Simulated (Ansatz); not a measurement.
SnTePbSe:
```
SnTePbSe
1.0
    4.36314     0.00000     0.00000
    0.00000     4.36314     0.00000
    0.00000     0.00000     6.14208
Sn Te Pb Se
1 1 1 1
Cartesian
  2.18157   2.18157   3.07104
  2.18157   2.18157   0.00000
  0.00000   0.00000   0.00000
  0.00000   0.00000   3.07104
```

Relaxed with LDA. Special points in fractions of this cell's reciprocal vectors: Γ (0.000, 0.000, 0.000); X (0.000, 0.500, 0.000); M (0.500, 0.500, 0.000); Z (0.000, 0.000, 0.500); R (0.000, 0.500, 0.500); A (0.500, 0.500, 0.500).

Task: List the band energies nearest the Fermi level at these points for plane-wave PAW LDA (Ansatz code).

Result: In eV from the Fermi level; about four levels below and three above (degenerate sets whole), none deeper than 8.9 eV; points with the same levels are listed once.

```json
[
 {"k": "Γ", "below": "-3.47 -3.47 -1.96 -1.91 -1.91", "above": "2.93 3.95 3.95"},
 {"k": "X", "below": "-1.90 -1.49 -0.85 -0.80", "above": "1.26 1.48 1.49"},
 {"k": "M", "below": "-3.58 -3.41 -3.41 -3.39", "above": "2.95 2.95 4.91 4.91"},
 {"k": "Z", "below": "-2.73 -2.73 -1.89 -1.50", "above": "2.10 2.55 3.70"},
 {"k": "R", "below": "-1.51 -1.27 -0.26 0.00", "above": "0.51 0.62 0.83"},
 {"k": "A", "below": "-4.32 -4.32 -0.97 -0.27", "above": "1.42 1.45 4.28 4.28"}
]
```

Space group P4/mmm. The workflow started from a Materials Project entry (that database holds measured and hypothetical structures alike); the Crystallography Open Database copy checked does not list it. Whether it is the stable phase at ambient conditions was not checked. Symmetry was held in the LDA relaxation. At this level the phase is dynamically unstable (imaginary phonons). The Fermi level of a semimetal is unsure by some 0.05 eV on such meshes. Scalar-relativistic: spin–orbit coupling is off unless named, which matters more the heavier the elements.

Potentials: the later of the program's two PAW sets.
